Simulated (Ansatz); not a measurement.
Input, command and steps of an Ansatz relaxation.

```yaml
crystal:
  lattice:
    - [0.0, 3.6395644722, 3.6395644722]
    - [3.6395644722, 0.0, 3.6395644722]
    - [3.6395644722, 3.6395644722, 0.0]
  atoms:
    - { symbol: Cs, position: [0.25, 0.25, 0.25] }
    - { symbol: Cs, position: [0.75, 0.75, 0.75] }
    - { symbol: Be, position: [0.0, 0.0, 0.0] }
basis:
  ecutwfc: 420
kpoints:
  mp_grid: { grid: [4, 4, 4] }
hamiltonian:
  xc: pbe
scf:
  occupations: { method: gaussian, width: 0.1 }
  lower_state_search: "off"
output:
  forces: true
  stress: true
  eigenvalues: true
relax:
  adjacent_minimum: "off"
  f_tol: 0.04
  max_steps: 70
  cell: { stress_tol: 0.4 }
```

```bash
ansatz run input.yaml --threads 1 --pin off --max-ram 2560MiB --backend cpu --events-out ev --progress --plain --runs-dir out
```

Method: DFT PBE, scalar-relativistic, plane waves, PAW (Ansatz).

Of 7 frames 7 are shown, positions in Å and forces in eV/Å; the SCF threshold varies from step to step. Steps run on the plane waves of an earlier cell, with a Pulay correction in the pressure. The basis is chosen afresh for the last frame, the zero of the energies, and at times for earlier ones too; energy and pressure step there, also at an unchanged geometry. Here that happened at step 7 (-12 meV/atom, 0.2 GPa); the frames before carry an error of that size.

```xyz
3
Lattice="0.0000 3.6396 3.6396 3.6396 0.0000 3.6396 3.6396 3.6396 0.0000" Properties=species:S:1:pos:R:3:forces:R:3 pbc="T T T" step=1 free_energy_over_end_meV_per_atom=499.28 pressure_GPa=9.07
Cs    1.8198    1.8198    1.8198    0.0000    0.0000    0.0000
Cs    5.4593    5.4593    5.4593    0.0000    0.0000    0.0000
Be    0.0000    0.0000    0.0000    0.0000    0.0000    0.0000
3
Lattice="0.0000 3.8170 3.8170 3.8170 0.0000 3.8170 3.8170 3.8170 0.0000" Properties=species:S:1:pos:R:3:forces:R:3 pbc="T T T" step=2 free_energy_over_end_meV_per_atom=287.07 pressure_GPa=5.22
Cs    1.9085    1.9085    1.9085    0.0000    0.0000    0.0000
Cs    5.7255    5.7255    5.7255    0.0000    0.0000    0.0000
Be    0.0000    0.0000    0.0000    0.0000    0.0000    0.0000
3
Lattice="0.0000 3.9944 3.9944 3.9944 0.0000 3.9944 3.9944 3.9944 0.0000" Properties=species:S:1:pos:R:3:forces:R:3 pbc="T T T" step=3 free_energy_over_end_meV_per_atom=149.42 pressure_GPa=3.14
Cs    1.9972    1.9972    1.9972    0.0000    0.0000    0.0000
Cs    5.9916    5.9916    5.9916    0.0000    0.0000    0.0000
Be    0.0000    0.0000    0.0000    0.0000    0.0000    0.0000
3
Lattice="0.0000 4.1719 4.1719 4.1719 0.0000 4.1719 4.1719 4.1719 0.0000" Properties=species:S:1:pos:R:3:forces:R:3 pbc="T T T" step=4 free_energy_over_end_meV_per_atom=62.49 pressure_GPa=1.64
Cs    2.0859    2.0859    2.0859    0.0000    0.0000    0.0000
Cs    6.2578    6.2578    6.2578    0.0000    0.0000    0.0000
Be    0.0000    0.0000    0.0000    0.0000    0.0000    0.0000
3
Lattice="0.0000 4.3493 4.3493 4.3493 0.0000 4.3493 4.3493 4.3493 0.0000" Properties=species:S:1:pos:R:3:forces:R:3 pbc="T T T" step=5 free_energy_over_end_meV_per_atom=19.94 pressure_GPa=0.55
Cs    2.1746    2.1746    2.1746    0.0000    0.0000    0.0000
Cs    6.5239    6.5239    6.5239    0.0000    0.0000    0.0000
Be    0.0000    0.0000    0.0000    0.0000    0.0000    0.0000
3
Lattice="0.0000 4.4526 4.4526 4.4526 0.0000 4.4526 4.4526 4.4526 0.0000" Properties=species:S:1:pos:R:3:forces:R:3 pbc="T T T" step=6 free_energy_over_end_meV_per_atom=12.26 pressure_GPa=0.09
Cs    2.2263    2.2263    2.2263    0.0000    0.0000    0.0000
Cs    6.6788    6.6788    6.6788    0.0000    0.0000    0.0000
Be    0.0000    0.0000    0.0000    0.0000    0.0000    0.0000
3
Lattice="0.0000 4.4526 4.4526 4.4526 0.0000 4.4526 4.4526 4.4526 0.0000" Properties=species:S:1:pos:R:3:forces:R:3 pbc="T T T" step=7 free_energy_over_end_meV_per_atom=0.00 pressure_GPa=0.29
Cs    2.2263    2.2263    2.2263    0.0000    0.0000    0.0000
Cs    6.6788    6.6788    6.6788    0.0000    0.0000    0.0000
Be    0.0000    0.0000    0.0000    0.0000    0.0000    0.0000
```

The start puts this composition into another compound's structure type, which needn't suit it. The cell swells from 32.1 to 58.8 Å³ an atom, so the end can be far from any stable crystal. At the end the space group is Fm-3m (tolerance 0.05 Å).

Time: 4.5 s on 1 thread of Intel(R) Xeon(R) 6975P-C (Granite Rapids) (shared host), peak memory 0.42 GiB.

The k mesh is coarse.